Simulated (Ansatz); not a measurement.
One crystal and one scan (energy against volume) at two levels, PBE (plane waves to 420 eV, PAW, scalar-relativistic; Ansatz, a first-principles code) and r2SCAN (plane waves to 500 eV, PAW, scalar-relativistic; Ansatz), each from its own relaxed cell and on its own mesh. The cell shown is that of PBE.

HfN (rock salt)

```
HfN
1.0
    0.00000     2.27401     2.27401
    2.27401     0.00000     2.27401
    2.27401     2.27401     0.00000
N Hf
1 1
Direct
  0.00000   0.00000   0.00000
  0.50000   0.50000   0.50000
```

E(V) scan at fixed shape, V₀ the volume above. Symmetry pins the atoms to their sites.

E stands for the smeared free energy. HfN is run without spin polarisation. HfN was relaxed with its symmetry unable to fall. Spin-orbit coupling is left out, though Hf is heavy. The PAW data are Ansatz's earlier set. Percentages come from the unrounded values. Both scans cover V/V₀ from 0.900 to 1.100.

Results of PBE:

```
Property                                                 Result
-------------------------------------------------------  ------
Lattice constant a (Å)                                    4.548
Pressure at the smallest volume (GPa)                      34.7
Energy cost of the largest compression (meV/atom)           116
Energy cost of the largest expansion (meV/atom)              82
Bulk modulus B₀ (third-order Birch-Murnaghan fit) (GPa)   263.0
Pressure for 5 % compression (fit) (GPa)                   15.1
```

Problem. What does r2SCAN give for the same quantities?

Solution. 
| quantity | r2SCAN | PBE − r2SCAN |
|---|---|---|
| Lattice constant a (Å) | 4.526 | +0.022 (+0.5 %) |
| Pressure at the smallest volume (GPa) | 37.1 | -2.4 (-6.4 %) |
| Energy cost of the largest compression (meV/atom) | 122 | -6 (-5 %) |
| Energy cost of the largest expansion (meV/atom) | 86 | -4 (-5 %) |
| Bulk modulus B₀ (third-order Birch-Murnaghan fit) (GPa) | 281.8 | -18.8 (-6.7 %) |
| Pressure for 5 % compression (fit) (GPa) | 16.1 | -1.0 (-7 %) |

PBE gives the higher value for: lattice constant a. PBE gives the lower value for: pressure at the smallest volume; energy cost of the largest compression; energy cost of the largest expansion; bulk modulus B₀; pressure for 5 % compression.

(Under strain, the slope of the energy per volume gives the stress and its curvature an elastic modulus.)
